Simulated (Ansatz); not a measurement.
SrTiO3:
```
SrTiO3
1.0
    3.90754     0.00000     0.00000
    0.00000     3.90754     0.00000
    0.00000     0.00000     3.90754
Sr Ti O
1 1 3
Direct
  0.00000   0.00000   0.00000
  0.50000   0.50000   0.50000
  0.50000   0.00000   0.50000
  0.00000   0.50000   0.50000
  0.50000   0.50000   0.00000
```

r²SCAN in the plane-wave PAW code Ansatz gives a gap of 2.27 eV without spin–orbit coupling, maximum at R, minimum at Γ.

Question: What happens when spin–orbit coupling is switched on?

Answer: The gap falls by 0.02 eV, to 2.25 eV; maximum at R, minimum at Γ.

Question: Give the electron effective mass with spin–orbit coupling, band 1 of 2 at the edge.

Answer: 1.1 along [100], 0.79 along [110], 0.65 along [111] (mₑ).

Question: Give the electron effective mass with spin–orbit coupling, band 2 of 2 at the edge.

Answer: 0.41 along [100], 0.49 along [110], 0.56 along [111] (mₑ).

Space group Pm-3m (cubic perovskite). Symmetry was held in the r²SCAN relaxation. At this level the phase is dynamically unstable (imaginary phonons). No spin polarisation was allowed.

Potentials: the earlier of the program's two PAW sets.
